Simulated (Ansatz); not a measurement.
Relaxed-ion elastic tensor of W (fcc (Cu type), space group No. 225) in GPa (Voigt order), DFT-PBEsol in the program Ansatz with PAW potentials; density 19.10 g/cm³, 15.98 Å³ per atom.

```
95.3   404   404   0.0   0.0   0.0
 404  95.3   404   0.0   0.0   0.0
 404   404  95.3   0.0   0.0   0.0
 0.0   0.0   0.0  -111   0.0   0.0
 0.0   0.0   0.0   0.0  -111   0.0
 0.0   0.0   0.0   0.0   0.0  -111
```

**Question.** Is the crystal mechanically stable?

**Answer.** No: the smallest eigenvalue of C is -308 GPa.

Space group Fm-3m (fcc (Cu type)). The workflow started from an entry of the Crystallography Open Database (COD), which files this formula under 6 space groups. It is not the phase usual at ambient conditions (space group No. 229). Symmetry was held in the PBEsol relaxation. At this level the phase is mechanically unstable. The run is not spin-polarised. As this level gives no gap, shear constants depend on the k-mesh and smearing (Fermi–Dirac, 0.1 eV here). Spin–orbit coupling is left out wherever it is not named.

Potentials: the earlier of the program's two PAW sets.
